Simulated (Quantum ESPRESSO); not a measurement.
SiPF3O3, input and log of a self-consistent run

Simulated, not a measurement. The program is pw.x of Quantum ESPRESSO 7.5 (plane-wave density functional theory). The cell is made up: 8 atoms on a quartz lattice with one site empty, with randomly drawn elements, strain and displacements, not relaxed. PseudoDojo standard norm-conserving files (v0.5 for PBE, v0.4.1 for LDA and PBEsol) set the functional; there is no spin polarisation, spin-orbit coupling or dispersion term, and the masses in the input are unused placeholders.

Input:

```
&control calculation='scf', pseudo_dir='./dojo.nc.sr.pbe.v0_5.standard.upf', outdir='./o', disk_io='low', tprnfor=.true., tstress=.true. /
&system ibrav=0, nat=8, ntyp=4, nbnd=30, ecutwfc=105.61755193, nosym=.true., tot_charge=0,
 occupations='smearing', smearing='fd', degauss=0.0018374661
/
&electrons conv_thr=7.350e-09, electron_maxstep=60, /
ATOMIC_SPECIES
F 1.0 F.upf
O 1.0 O.upf
P 1.0 P.upf
Si 1.0 Si.upf
CELL_PARAMETERS angstrom
4.9822 0.0 0.0
-2.4911 4.3147 0.0
0.0 0.0 5.4988
ATOMIC_POSITIONS angstrom
Si 2.3211 -0.0048 3.7245
P -1.272 1.902 1.8343
F 1.5577 0.9724 4.4551
O 3.4289 0.5886 2.5748
F 2.8716 2.4127 0.6671
F 0.1538 1.8008 1.1693
O -1.0685 3.096 3.0513
O 0.8544 3.6034 4.7685
K_POINTS automatic
7 7 6 1 1 1
```

The log is shortened where brackets say so; the opening notice, blank lines, dates and the lines on written files are dropped, and the path of the files is cut. It prints rydbergs, bohrs and kilobars, and counts compression as positive stress. With no partly filled state, the Fermi energy that it prints is only some level between the filled and the empty states on the mesh, and need not lie in the true gap.

```
     Program PWSCF v.7.5
     Parallel version (MPI & OpenMP), running on       4 processor cores
     Number of MPI processes:                 4
     Threads/MPI process:                     1
     [start-up lines left out]
     bravais-lattice index     =            0
     lattice parameter (alat)  =       9.4150  a.u.
     unit-cell volume          =     797.6939 (a.u.)^3
     number of atoms/cell      =            8
     number of atomic types    =            4
     number of electrons       =        48.00
     number of Kohn-Sham states=           30
     kinetic-energy cutoff     =     105.6176  Ry
     charge density cutoff     =     422.4702  Ry
     scf convergence threshold =      7.3E-09
     mixing beta               =       0.7000
     number of iterations used =            8  plain     mixing
     Exchange-correlation= PBE
                           (   1   4   3   4   0   0   0)
     [axes and pseudopotential details left out]
   Cartesian axes
     site n.     atom                  positions (alat units)
         1        Si     tau(   1) = (   0.4658785  -0.0009634   0.7475613  )
         2        P      tau(   2) = (  -0.2553089   0.3817591   0.3681707  )
         3        F      tau(   3) = (   0.3126530   0.1951748   0.8942034  )
         4        O      tau(   4) = (   0.6882301   0.1181406   0.5167998  )
         5        F      tau(   5) = (   0.5763719   0.4842640   0.1338967  )
         6        F      tau(   6) = (   0.0308699   0.3614468   0.2346955  )
         7        O      tau(   7) = (  -0.2144635   0.6214122   0.6124403  )
         8        O      tau(   8) = (   0.1714905   0.7232548   0.9571073  )
     number of k points=   147  Fermi-Dirac smearing, width (Ry)=  0.0018
     Number of k-points >= 100: set verbosity='high' to print them.
     Dense  grid:   116989 G-vectors     FFT dimensions: (  64,  64,  72)
     Estimated max dynamical RAM per process >     392.96 MB
     Estimated total dynamical RAM >       1.45 GB
     Initial potential from superposition of free atoms
     starting charge      47.9992, renormalised to      48.0000
     Starting wfcs are   32 randomized atomic wfcs
     total cpu time spent up to now is       22.5 secs
     per-process dynamical memory:   343.1 Mb
     Self-consistent Calculation
     iteration #  1     ecut=   105.62 Ry     beta= 0.70
     Davidson diagonalization with overlap
     ethr =  1.00E-02,  avg # of iterations =  3.0
     total cpu time spent up to now is       89.3 secs
     total energy              =    -268.74764587 Ry
     estimated scf accuracy    <       2.05627632 Ry
     iteration #  2     ecut=   105.62 Ry     beta= 0.70
     Davidson diagonalization with overlap
     ethr =  4.28E-03,  avg # of iterations =  3.5
     total cpu time spent up to now is      156.7 secs
     total energy              =    -267.21177078 Ry
     estimated scf accuracy    <      11.29925300 Ry
     iteration #  3     ecut=   105.62 Ry     beta= 0.70
     Davidson diagonalization with overlap
     ethr =  4.28E-03,  avg # of iterations =  3.0
     total cpu time spent up to now is      208.4 secs
     total energy              =    -269.70674683 Ry
     estimated scf accuracy    <       0.93850782 Ry
     iteration #  4     ecut=   105.62 Ry     beta= 0.70
     Davidson diagonalization with overlap
     ethr =  1.96E-03,  avg # of iterations =  1.8
     total cpu time spent up to now is      254.8 secs
     total energy              =    -269.70781975 Ry
     estimated scf accuracy    <       0.29643988 Ry
     iteration #  5     ecut=   105.62 Ry     beta= 0.70
     Davidson diagonalization with overlap
     ethr =  6.18E-04,  avg # of iterations =  1.6
     total cpu time spent up to now is      298.7 secs
     total energy              =    -269.68784606 Ry
     estimated scf accuracy    <       0.12702409 Ry
     [iterations 6 to 9 left out]
     iteration # 10     ecut=   105.62 Ry     beta= 0.70
     Davidson diagonalization with overlap
     ethr =  7.41E-07,  avg # of iterations =  2.0
     total cpu time spent up to now is      579.0 secs
     total energy              =    -269.68252090 Ry
     estimated scf accuracy    <       0.00001601 Ry
     iteration # 11     ecut=   105.62 Ry     beta= 0.70
     Davidson diagonalization with overlap
     ethr =  3.33E-08,  avg # of iterations =  3.7
     total cpu time spent up to now is      629.1 secs
     total energy              =    -269.68252525 Ry
     estimated scf accuracy    <       0.00000543 Ry
     iteration # 12     ecut=   105.62 Ry     beta= 0.70
     Davidson diagonalization with overlap
     ethr =  1.13E-08,  avg # of iterations =  2.0
     total cpu time spent up to now is      671.5 secs
     total energy              =    -269.68252626 Ry
     estimated scf accuracy    <       0.00000010 Ry
     iteration # 13     ecut=   105.62 Ry     beta= 0.70
     Davidson diagonalization with overlap
     ethr =  2.06E-10,  avg # of iterations =  4.2
     total cpu time spent up to now is      733.0 secs
     total energy              =    -269.68252627 Ry
     estimated scf accuracy    <       0.00000018 Ry
     iteration # 14     ecut=   105.62 Ry     beta= 0.70
     Davidson diagonalization with overlap
     ethr =  2.06E-10,  avg # of iterations =  2.1
     total cpu time spent up to now is      777.4 secs
     End of self-consistent calculation
     Number of k-points >= 100: set verbosity='high' to print the bands.
     the Fermi energy is     3.7319 ev
!    total energy              =    -269.68252629 Ry
     estimated scf accuracy    <          4.4E-09 Ry
     smearing contrib. (-TS)   =      -0.00000000 Ry
     internal energy E=F+TS    =    -269.68252629 Ry
     The total energy is F=E-TS. E is the sum of the following terms:
     one-electron contribution =    -156.74701894 Ry
     hartree contribution      =     101.33282899 Ry
     xc contribution           =     -65.76844911 Ry
     ewald contribution        =    -148.49988724 Ry
     convergence has been achieved in  14 iterations
     Forces acting on atoms (cartesian axes, Ry/au):
     atom    1 type  4   force =     0.28017456   -0.30213263    0.05620548
     atom    2 type  3   force =     0.12596927    0.12106414    0.10037511
     atom    3 type  1   force =    -0.19079984    0.21152421    0.08044024
     atom    4 type  2   force =    -0.02221267    0.05997667   -0.07463201
     atom    5 type  1   force =    -0.00896397   -0.00622161    0.02321721
     atom    6 type  1   force =    -0.06118420   -0.01490744    0.03823877
     atom    7 type  2   force =    -0.07152269   -0.11683284   -0.16178794
     atom    8 type  2   force =    -0.05146045    0.04752949   -0.06205686
     Total force =     0.608773     Total SCF correction =     0.000206
     Computing stress (Cartesian axis) and pressure
          total   stress  (Ry/bohr**3)                   (kbar)     P=        2.33
   0.00018741  -0.00035083  -0.00035515           27.57      -51.61      -52.24
  -0.00035083   0.00018004   0.00000566          -51.61       26.48        0.83
  -0.00035515   0.00000566  -0.00032002          -52.24        0.83      -47.08
     init_run     :     20.28s CPU     21.47s WALL (       1 calls)
     electrons    :    747.08s CPU    755.05s WALL (       1 calls)
     forces       :      7.58s CPU      7.67s WALL (       1 calls)
     stress       :     23.55s CPU     23.57s WALL (       1 calls)
     [timing details left out]
     PWSCF        :  13m20.18s CPU  13m30.14s WALL
     JOB DONE.
```

In other units: free energy -3669.218 eV for the cell, pressure 0.23 GPa, largest force component 7.768 eV/Å. This run is the check on a run of the same cell at a cutoff of 1143 eV and k mesh 5 x 5 x 4: rerunning at a cutoff of 1437 eV and k mesh 7 x 7 x 6 moved values by no more than 0.003 eV in energy, 0.02 GPa in stress and 0.002 eV/Å in force.